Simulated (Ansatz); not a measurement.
A relaxation computed with Ansatz, from input to last step.

```yaml
crystal:
  lattice:
    - [6.4953225536, 0.0, 0.0]
    - [-3.2476612768, 5.6251143372, 0.0]
    - [0.0, 0.0, 5.2134985276]
  atoms:
    - { symbol: Bi, position: [0.3333333333, 0.6666666667, 0.25] }
    - { symbol: Bi, position: [0.6666666667, 0.3333333333, 0.75] }
    - { symbol: S, position: [0.833, 0.666, 0.25] }
    - { symbol: S, position: [0.167, 0.833, 0.75] }
    - { symbol: S, position: [0.334, 0.167, 0.25] }
    - { symbol: S, position: [0.167, 0.334, 0.75] }
    - { symbol: S, position: [0.833, 0.167, 0.25] }
    - { symbol: S, position: [0.666, 0.833, 0.75] }
basis:
  ecutwfc: 420
kpoints:
  mp_grid: { grid: [3, 3, 4] }
hamiltonian:
  xc: pbe
scf:
  occupations: { method: gaussian, width: 0.1 }
  lower_state_search: "off"
output:
  forces: true
  stress: true
  eigenvalues: true
relax:
  adjacent_minimum: "off"
  f_tol: 0.04
  max_steps: 70
  cell: { stress_tol: 0.4 }
```

```bash
ansatz run input.yaml --threads 1 --pin off --max-ram 2560MiB --backend cpu --events-out ev --progress --plain --runs-dir out
```

The calculation used DFT PBE, scalar-relativistic, plane waves, PAW in Ansatz 0.2.0.

Of 9 frames 9 are shown, positions in Å and forces in eV/Å; the SCF threshold varies from step to step. Steps run on the plane waves of an earlier cell, with a Pulay correction in the pressure. The basis is chosen afresh for the last frame, the zero of the energies, and at times for earlier ones too; energy and pressure step there, also at an unchanged geometry.

```xyz
8
Lattice="6.4953 0.0000 0.0000 -3.2477 5.6251 0.0000 0.0000 0.0000 5.2135" Properties=species:S:1:pos:R:3:forces:R:3 pbc="T T T" step=1 free_energy_over_end_meV_per_atom=180.91 pressure_GPa=-8.76
Bi    0.0000    3.7501    1.3034    0.0000    0.0000    0.0000
Bi    3.2477    1.8750    3.9101    0.0000    0.0000    0.0000
S     3.2477    3.7463    1.3034    0.0000   -0.4925    0.0000
S    -1.6206    4.6857    3.9101    0.4265   -0.2462    0.0000
S     1.6271    0.9394    1.3034    0.4265    0.2462    0.0000
S     0.0000    1.8788    3.9101    0.0000    0.4925    0.0000
S     4.8682    0.9394    1.3034   -0.4265    0.2462    0.0000
S     1.6206    4.6857    3.9101   -0.4265   -0.2462    0.0000
8
Lattice="6.1785 0.0000 0.0000 -3.0892 5.3507 0.0000 0.0000 0.0000 4.9675" Properties=species:S:1:pos:R:3:forces:R:3 pbc="T T T" step=2 free_energy_over_end_meV_per_atom=50.52 pressure_GPa=-1.18
Bi    0.0000    3.5671    1.2419    0.0000    0.0000    0.0000
Bi    3.0892    1.7836    3.7256    0.0000    0.0000    0.0000
S     3.0892    3.4994    1.2419    0.0000   -0.0930    0.0000
S    -1.4859    4.4250    3.7256    0.0805   -0.0465    0.0000
S     1.6033    0.9257    1.2419    0.0805    0.0465    0.0000
S     0.0000    1.8514    3.7256    0.0000    0.0930    0.0000
S     4.5752    0.9257    1.2419   -0.0805    0.0465    0.0000
S     1.4859    4.4250    3.7256   -0.0805   -0.0465    0.0000
8
Lattice="6.0773 0.0000 0.0000 -3.0386 5.2631 0.0000 0.0000 0.0000 5.0110" Properties=species:S:1:pos:R:3:forces:R:3 pbc="T T T" step=3 free_energy_over_end_meV_per_atom=42.57 pressure_GPa=0.75
Bi    0.0000    3.5087    1.2528    0.0000    0.0000    0.0000
Bi    3.0386    1.7544    3.7583    0.0000    0.0000    0.0000
S     3.0386    3.4237    1.2528    0.0000   -0.0628    0.0000
S    -1.4457    4.3434    3.7583    0.0544   -0.0314    0.0000
S     1.5930    0.9197    1.2528    0.0544    0.0314    0.0000
S     0.0000    1.8394    3.7583    0.0000    0.0628    0.0000
S     4.4843    0.9197    1.2528   -0.0544    0.0314    0.0000
S     1.4457    4.3434    3.7583   -0.0544   -0.0314    0.0000
8
Lattice="5.8571 0.0000 0.0000 -2.9285 5.0724 0.0000 0.0000 0.0000 5.2654" Properties=species:S:1:pos:R:3:forces:R:3 pbc="T T T" step=4 free_energy_over_end_meV_per_atom=20.54 pressure_GPa=3.77
Bi    0.0000    3.3816    1.3163    0.0000    0.0000    0.0000
Bi    2.9285    1.6908    3.9490    0.0000    0.0000    0.0000
S     2.9285    3.2262    1.3163    0.0000    0.1930    0.0000
S    -1.3297    4.1493    3.9490   -0.1671    0.0965    0.0000
S     1.5989    0.9231    1.3163   -0.1671   -0.0965    0.0000
S     0.0000    1.8462    3.9490    0.0000   -0.1930    0.0000
S     4.2582    0.9231    1.3163    0.1671   -0.0965    0.0000
S     1.3297    4.1493    3.9490    0.1671    0.0965    0.0000
8
Lattice="5.8384 0.0000 0.0000 -2.9192 5.0562 0.0000 0.0000 0.0000 5.5196" Properties=species:S:1:pos:R:3:forces:R:3 pbc="T T T" step=5 free_energy_over_end_meV_per_atom=8.38 pressure_GPa=1.67
Bi    0.0000    3.3708    1.3799    0.0000    0.0000    0.0000
Bi    2.9192    1.6854    4.1397    0.0000    0.0000    0.0000
S     2.9192    3.1795    1.3799    0.0000    0.2238    0.0000
S    -1.2939    4.1179    4.1397   -0.1938    0.1119    0.0000
S     1.6252    0.9383    1.3799   -0.1938   -0.1119    0.0000
S     0.0000    1.8767    4.1397    0.0000   -0.2238    0.0000
S     4.2131    0.9383    1.3799    0.1938   -0.1119    0.0000
S     1.2939    4.1179    4.1397    0.1938    0.1119    0.0000
8
Lattice="5.9580 0.0000 0.0000 -2.9790 5.1598 0.0000 0.0000 0.0000 5.4910" Properties=species:S:1:pos:R:3:forces:R:3 pbc="T T T" step=6 free_energy_over_end_meV_per_atom=7.90 pressure_GPa=-1.88
Bi    0.0000    3.4398    1.3728    0.0000    0.0000    0.0000
Bi    2.9790    1.7199    4.1183    0.0000    0.0000    0.0000
S     2.9790    3.2891    1.3728    0.0000    0.0014    0.0000
S    -1.3589    4.2244    4.1183   -0.0012    0.0007    0.0000
S     1.6201    0.9354    1.3728   -0.0012   -0.0007    0.0000
S     0.0000    1.8707    4.1183    0.0000   -0.0014    0.0000
S     4.3379    0.9354    1.3728    0.0012   -0.0007    0.0000
S     1.3589    4.2244    4.1183    0.0012    0.0007    0.0000
8
Lattice="5.8692 0.0000 0.0000 -2.9346 5.0829 0.0000 0.0000 0.0000 5.5290" Properties=species:S:1:pos:R:3:forces:R:3 pbc="T T T" step=7 free_energy_over_end_meV_per_atom=1.34 pressure_GPa=-0.27
Bi    0.0000    3.3886    1.3823    0.0000    0.0000    0.0000
Bi    2.9346    1.6943    4.1468    0.0000    0.0000    0.0000
S     2.9346    3.2522    1.3823    0.0000    0.0797    0.0000
S    -1.3492    4.1675    4.1468   -0.0690    0.0398    0.0000
S     1.5854    0.9153    1.3823   -0.0690   -0.0398    0.0000
S     0.0000    1.8306    4.1468    0.0000   -0.0797    0.0000
S     4.2838    0.9153    1.3823    0.0690   -0.0398    0.0000
S     1.3492    4.1675    4.1468    0.0690    0.0398    0.0000
8
Lattice="5.8176 0.0000 0.0000 -2.9088 5.0382 0.0000 0.0000 0.0000 5.5738" Properties=species:S:1:pos:R:3:forces:R:3 pbc="T T T" step=8 free_energy_over_end_meV_per_atom=-0.24 pressure_GPa=0.14
Bi    0.0000    3.3588    1.3934    0.0000    0.0000    0.0000
Bi    2.9088    1.6794    4.1803    0.0000    0.0000    0.0000
S     2.9088    3.2693    1.3934    0.0000   -0.0181    0.0000
S    -1.3769    4.1538    4.1803    0.0157   -0.0090    0.0000
S     1.5319    0.8844    1.3934    0.0157    0.0090    0.0000
S     0.0000    1.7689    4.1803    0.0000    0.0181    0.0000
S     4.2857    0.8844    1.3934   -0.0157    0.0090    0.0000
S     1.3769    4.1538    4.1803   -0.0157   -0.0090    0.0000
8
Lattice="5.8176 0.0000 0.0000 -2.9088 5.0382 0.0000 0.0000 0.0000 5.5738" Properties=species:S:1:pos:R:3:forces:R:3 pbc="T T T" step=9 free_energy_over_end_meV_per_atom=0.00 pressure_GPa=0.14
Bi    0.0000    3.3588    1.3934    0.0000    0.0000    0.0000
Bi    2.9088    1.6794    4.1803    0.0000    0.0000    0.0000
S     2.9088    3.2693    1.3934    0.0000   -0.0180    0.0000
S    -1.3769    4.1538    4.1803    0.0156   -0.0090    0.0000
S     1.5319    0.8844    1.3934    0.0156    0.0090    0.0000
S     0.0000    1.7689    4.1803    0.0000    0.0180    0.0000
S     4.2857    0.8844    1.3934   -0.0156    0.0090    0.0000
S     1.3769    4.1538    4.1803   -0.0156   -0.0090    0.0000
```

The start puts this composition into another compound's structure type, which needn't suit it. At the end the space group is P6_3/mmc (tolerance 0.05 Å).

The run took 52 s on 1 thread of Arm Neoverse V1, on a shared host, peak memory 0.41 GiB.

The k mesh is coarse. Spin–orbit coupling is left out, which can shift energies with elements as heavy as these.